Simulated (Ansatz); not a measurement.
## Computed properties of SiO₂

SiO₂:
```
CELL_PARAMETERS angstrom
      2.82558     0.00000     0.00000
      0.00000     2.82558     0.00000
      0.00000     0.00000     8.19227
ATOMIC_POSITIONS crystal
  Si 0.00000 0.00000 0.00000
  Si 0.50000 0.50000 0.50000
  O  0.00000 0.50000 0.10199
  O  0.00000 0.50000 0.60199
  O  0.50000 0.00000 0.39801
  O  0.50000 0.00000 0.89801
```

Space group P4_2/nmc (No. 137); conventional cell a = b = 2.8256 Å, c = 8.1923 Å, α = β = γ = 90.00°.

Method: the program Ansatz at the r²SCAN level (PAW). Geometry: relaxed at this level of theory. Other levels are named where they apply.

**Cell and energy**

* **Volume per atom**: 10.90 Å³
* **Density**: 3.05 g/cm³
* **Formation energy from the elements (no fitted shifts)**: -2.74 eV/atom

**Electronic structure**

* **Band gap**: 5.94 eV (indirect)
* **Valence-band maximum**: on the M–Γ line, 47 % of the way from M
* **Conduction-band minimum**: at Γ
* **Smallest direct gap on the standard path**: 6.30 eV
* **Electron effective mass**: 0.41, 0.41, 0.65 mₑ (principal values)
* **Hole effective mass**: 1.6, 3.1, 4.6 mₑ (principal values)
* **HSE06 gap on the r²SCAN cell**: 7.10 eV

**Mechanics**

- Bulk modulus (Birch–Murnaghan fit): 27.4 GPa
- Pressure derivative B′: 13.5
- Elastic constants (relaxed ions, GPa): C11 = 431, C12 = -32.2, C13 = 24.6, C33 = 27.0, C44 = 18.2, C66 = 58.0
- Mechanical stability: stable (all eigenvalues of C positive)

**Charges**

Bader charges: Si +3.33, O -1.66 e

A made-up cell: these elements were put on the sites of a structure type; neither database checked (COD, Materials Project) lists it. It is not the phase usual at ambient conditions (space group No. 92, 152, 154). The r²SCAN relaxation kept the symmetry of its start; whether a distortion lowers the energy is not shown. The references are the lowest solids computed at this level, not always the standard phases (solids in place of the gases).

Potentials: the earlier of the program's two PAW sets.
